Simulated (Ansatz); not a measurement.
# Energy landscape near a CsBa3 structure

Level of theory: Ansatz, DFT PBEsol, scalar-relativistic, plane waves, PAW.

Cutoff 420 eV; k points 6×6×6 on the computed 4-atom cell (Γ-centred); Gaussian smearing, width 0.10 eV; no spin polarisation.

Reference cell:

```xyz
4
Lattice="6.6044 0.0000 0.0000 0.0000 6.6044 0.0000 0.0000 0.0000 6.6044" Properties=species:S:1:pos:R:3 pbc="T T T"
Cs    0.0000    0.0000    0.0000
Ba    0.0000    3.3022    3.3022
Ba    3.3022    0.0000    3.3022
Ba    3.3022    3.3022    0.0000
```

Each variant moves atoms of this cell by the vectors given, if any (Å), and then applies a symmetric strain (tensor components, Cartesian axes). The reference cell isn't relaxed at this level. Energies are per atom at zero smearing, counted from the lowest variant. Pressure is positive in compression.

1. strain (xx yy zz yz xz xy, %) -0.23 -0.23 -0.23 -6.00 -6.00 -6.00; moves: Cs1 (0.057, 0.057, 0.057); Ba2 (-0.037, -0.010, -0.010); Ba3 (-0.010, -0.037, -0.010); Ba4 (-0.010, -0.010, -0.037)
2. strain (xx yy zz yz xz xy, %) -1.37 -1.37 -1.37 0.00 0.00 0.00
3. strain (xx yy zz yz xz xy, %) 0.91 0.91 0.91 0.00 0.00 0.00
4. strain (xx yy zz yz xz xy, %) -3.52 -1.58 -2.45 -0.87 0.54 0.35; moves: Cs1 (0.012, 0.010, 0.051); Ba2 (-0.020, -0.068, 0.022); Ba3 (-0.012, -0.084, -0.011); Ba4 (0.021, 0.142, -0.062)
5. strain (xx yy zz yz xz xy, %) -2.46 -2.46 -2.46 -6.00 6.00 -6.00; moves: Cs1 (0.026, -0.026, 0.026); Ba2 (0.010, 0.138, 0.101); Ba3 (0.101, -0.010, -0.138); Ba4 (-0.138, -0.101, 0.010)

```csv
result,ΔE (meV/atom),P (GPa),largest force (eV/Å)
A,0.0,-0.27,0.00
B,5.2,-0.05,0.24
C,60.1,-0.39,0.09
D,77.0,0.10,0.16
E,13.7,-0.62,0.00
```

Task: Which variant gave which result?

Result: A is 2, B is 4, C is 1, D is 5, E is 3. The pressure falls as the cell grows: from the smallest volume to the largest the variants are 5, 4, 2, 1, 3.